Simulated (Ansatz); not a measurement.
Given:

SiO$_{2}$:
```xyz
6
Lattice="4.1852 0.0000 0.0000 0.0000 4.1852 0.0000 0.0000 0.0000 2.6688" Properties=species:S:1:pos:R:3 pbc="T T T"
Si     0.0000     0.0000     0.0000
Si     2.0926     2.0926     1.3344
O      1.2811     1.2811     0.0000
O      3.3737     0.8115     1.3344
O      0.8115     3.3737     1.3344
O      2.9041     2.9041     0.0000
```

This is the r²SCAN-relaxed structure.

**Question.** All from r²SCAN (plane waves, PAW; program Ansatz), unless another level is named. Estimate the formation energy from the elements (no fitted shifts).

**Answer.** -2.85 eV/atom.

**Question.** Give the HSE06 gap on the r²SCAN cell.

**Answer.** 7.66 eV.

**Question.** Give the hole effective mass.

**Answer.** 1.1, 1.1, 1.7 mₑ (principal values).

**Question.** Predict the valence-band maximum.

**Answer.** at Γ.

**Question.** Predict the weight of the valence-edge state by species (Voronoi cells).

**Answer.** O 99 %.

**Question.** And the weight of the conduction-edge state by species (Voronoi cells)?

**Answer.** O 53 %, Si 47 %.

Space group P4_2/mnm (rutile). This is a known high-pressure phase of the composition, computed here at zero pressure and temperature. Symmetry was held in the r²SCAN relaxation; its stability against distortions is not shown here. The references are the lowest solids computed at this level, not always the standard phases (solids in place of the gases).

Potentials: the later of the program's two PAW sets.
